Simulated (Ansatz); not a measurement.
Values for one crystal, relaxed and computed with the program Ansatz at the PBEsol level (PAW); other levels are named.

* **Volume per atom**: 18.18 Å³
* **Electronic character**: metallic (no gap)
* **Highest zone-centre frequency**: 572 cm⁻¹
* **Density of states at the Fermi level**: 0.44 states/eV per atom (mean over ±0.08 eV)
* **Formation energy from the elements (no fitted shifts)**: -0.75 eV/atom
* **Elastic constants (relaxed ions, GPa)**: C11 = 232, C12 = 72.8, C13 = 78.3, C33 = 224, C44 = 78.3
* **Zone-centre stability**: no imaginary mode at Γ

### Question
Which compound is it?
(A) SiMo2C, P6_3/mmc (Si on 2d, Mo on 4f, C on 2a)
(B) TaN, rock salt
(C) Ta2SiN, P6_3/mmc (Si on 2d, Ta on 4f, N on 2a)
(D) Zr2PbC, P6_3/mmc (Zr on 4f, Pb on 2d, C on 2a)

### Answer
D, Zr2PbC, P6_3/mmc (Zr on 4f, Pb on 2d, C on 2a)

The first step of the workflow began from a Materials Project structure, measured or hypothetical; the Crystallography Open Database copy checked does not list it. Whether it is the stable phase at ambient conditions was not checked. Symmetry was held in the PBEsol relaxation. No spin polarisation was allowed. As this level gives no gap, shear constants depend on the k-mesh and smearing (Fermi–Dirac, 0.1 eV here). As this level gives no gap, phonon frequencies hold no LO–TO term and depend on the k-mesh and smearing (Fermi–Dirac, 0.1 eV here). The references are the lowest solids computed at this level, not always the standard phases. Spin–orbit coupling is left out wherever it is not named.

Potentials: the earlier of the program's two PAW sets. The files were generated under PBE; for other functionals the program regenerates the frozen cores, and for LDA and PBEsol the local potential too.
